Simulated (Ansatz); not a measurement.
La2Zn3Ge6 in space group Cmcm (No. 63; Pearson symbol oS44), plane-wave PAW r²SCAN (Ansatz code), all energies at zero smearing, with the estimated change up to a 700 eV cutoff added, with one set of potentials and settings (totals compare only within such a set). Cell of 22 atoms (4 La, 6 Zn, 12 Ge): -96658.287 eV.

```csv
element,reference phase,E (eV/atom)
La,"P6_3/mmc, 4 atoms in the cell",-6264.6784
Zn,"P6_3/mmc, 2 atoms in the cell",-3325.6729
Ge,"Fd-3m, 2 atoms in the cell",-4302.9041
```

Formation energy per atom, worked out: (-96658.287 − 4×(-6264.6784) − 6×(-3325.6729) − 12×(-4302.9041))/22 = -0.486 eV/atom (-47 kJ per mol of atoms), at 0 K, without zero-point energy or fitted corrections.

The first step of the workflow began from a Materials Project structure, measured or hypothetical; the Crystallography Open Database files this formula in space group No. 63, but the cells were not matched. Its standing as an ambient phase is unchecked. The r²SCAN relaxation kept the symmetry of its start; its stability against distortions is not shown here. The references are the lowest solids computed at this level, not always the standard phases. Scalar-relativistic: spin–orbit coupling is off unless named, which matters more the heavier the elements.

Potentials: the later of the program's two PAW sets.
